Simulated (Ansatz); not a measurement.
La3N4: computed properties

Method: DFT PBE, scalar-relativistic, plane waves, PAW (Ansatz 0.2.0).

Plane waves to 420 eV, a k mesh through Γ of 8×8×8 on the computed 7-atom cell and Gaussian smearing (0.10 eV); no spin polarisation.

The structure is relaxed at this level of theory with its symmetry kept, and needn't be the ground state of this composition.

```yaml
crystal:
  lattice:
    - [5.61426, 0.00000, 0.00000]
    - [0.00000, 5.61426, 0.00000]
    - [0.00000, 0.00000, 5.61426]
  atoms:
    - { symbol: La, position: [0.00000, 0.00000, 0.50000] }
    - { symbol: La, position: [0.50000, 0.00000, 0.00000] }
    - { symbol: La, position: [0.00000, 0.50000, 0.00000] }
    - { symbol: N, position: [0.78138, 0.78138, 0.78138] }
    - { symbol: N, position: [0.21862, 0.21862, 0.78138] }
    - { symbol: N, position: [0.21862, 0.78138, 0.21862] }
    - { symbol: N, position: [0.78138, 0.21862, 0.21862] }
```

**Question.** Formation energy from the elements' standard states (uncorrected)?

**Answer.** -0.283 eV/atom.

**Question.** Kohn–Sham band gap?

**Answer.** none (metal).

**Question.** Density of states at the Fermi level?

**Answer.** 4.8 states/eV per cell.

**Question.** Orbital (Löwdin) character within 0.5 eV of the Fermi level?

**Answer.** N 2p 79 %, La 5d 10 %.

**Question.** Bader charge by site (e)?

**Answer.** La (3 in the cell) 1.77, N (4 in the cell) -1.33.

Spin-orbit coupling is left out, which matters for the bands of heavy elements. Spin polarisation was left out, and a magnetic state may lie lower.

The cell was found from a structure generator's guess, not taken from experiment. Löwdin shares on free-atom orbitals overweight diffuse shells.
